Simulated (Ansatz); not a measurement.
Relaxed-ion elastic tensor of BeSe (wurtzite, space group No. 186) in GPa (Voigt order), PBEsol in the plane-wave PAW code Ansatz; density 4.33 g/cm³, 16.88 Å³ per atom.

```
 156  47.3  31.6   0.0   0.0   0.0
47.3   156  31.6   0.0   0.0   0.0
31.6  31.6   181   0.0   0.0   0.0
 0.0   0.0   0.0  44.2   0.0   0.0
 0.0   0.0   0.0   0.0  44.2   0.0
 0.0   0.0   0.0   0.0   0.0  54.3
```

Question: Is the crystal mechanically stable?

Answer: Yes: the smallest eigenvalue of C is 44.2 GPa.

Question: Work out the Voigt, Reuss and Hill averages.

Answer: K_V = 79.3, K_R = 79.2, K_H = 79.3; G_V = 54.0, G_R = 52.2, G_H = 53.1 GPa.

Question: Give Young's modulus, Poisson's ratio, Pugh's ratio and the universal anisotropy index.

Answer: E = 9KG/(3K + G) = 130 GPa; ν = 0.23; K/G = 1.49 (brittle by the Pugh limit of 1.75); A_U = 5G_V/G_R + K_V/K_R − 6 = 0.17.

Question: Estimate the sound speeds and the Debye temperature.

Answer: v_l = √((K + 4G/3)/ρ) = 5890 m/s, v_t = √(G/ρ) = 3500 m/s, mean 3880 m/s; Θ = (h/k)(3n/4πV)^(1/3) v_m = 450 K.

Question: Solve the Christoffel equation for the three sound speeds along x, y, z.

Answer: Eigenvalues of C_ijkl n_j n_l equal ρv² (piezoelectric stiffening left out). In km/s, slowest first: x 3.20, 3.54, 6.00; y 3.20, 3.54, 6.00; z 3.20, 3.20, 6.46.

Question: How much does each axis shrink under pressure?

Answer: Linear compressibilities β_i = Σ_j S_ij (j = 1 to 3): x 4.3, y 4.3, z 4.0 per TPa.

Space group P6_3mc (wurtzite). The start of the workflow was typed in or built on a structure type; neither database checked (COD, Materials Project) lists it. COD files the formula under space group No. 216. Its standing as an ambient phase is unchecked. Symmetry was held in the PBEsol relaxation; its stability against distortions is not shown here.

Potentials: the later of the program's two PAW sets.
